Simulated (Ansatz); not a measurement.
Starting cell, Pb (fcc, Cu type):

```
Pb
1.0
    5.03392     0.00000     0.00000
    0.00000     5.03392     0.00000
    0.00000     0.00000     5.03392
Pb
4
Direct
  0.00000   0.00000   0.00000
  0.50000   0.50000   0.00000
  0.50000   0.00000   0.50000
  0.00000   0.50000   0.50000
```

Scan: atom 2 (Pb, nearest neighbour Pb at 3.560 Å; its periodic images, 5.0 Å or more away, move with it) is displaced along Cartesian [111], direction (0.577, 0.577, 0.577) in Cartesian axes, by s. The other atoms stay.

The numbers are results of PBE (plane waves to 420 eV, PAW, scalar-relativistic; Ansatz, a program for electronic structure), not measurements. k mesh 8×8×8 (Γ-centred), Fermi-Dirac smearing 0.05 eV. The energy includes the smearing's −TS. With partly filled bands, energies and forces of such displacements shift with the k mesh and the smearing. F∥ is the force on the atom along that direction. On this mesh the relaxed cell isn't quite at rest: it carries a pressure of 0.2 GPa (compression positive) at the zero of the scan. Pb was relaxed with its symmetry unable to fall. Spin-orbit coupling is left out, though Pb is heavy. The relaxed volume of Pb is well above the measured one; the method has no dispersion term. ΔE is measured from the undisplaced structure.

Problem. What ΔE (meV/cell) and F∥ (eV/Å) does the calculation give at s (Å) = -1.070, -0.856, -0.642, -0.428, -0.214, 0.214, 0.428, 1.070?

Solution. 
| s (Å) | ΔE (meV/cell) | F∥ (eV/Å) |
|---|---|---|
| -1.070 | 1624 | 4.696 |
| -0.856 | 826 | 2.854 |
| -0.642 | 363 | 1.562 |
| -0.428 | 127 | 0.717 |
| -0.214 | 27 | 0.267 |
| 0.214 | 27 | -0.267 |
| 0.428 | 127 | -0.717 |
| 1.070 | 1624 | -4.696 |

(A displaced cell: forces are minus the slopes of the energy, force constants its curvatures, and phonons follow from these.)
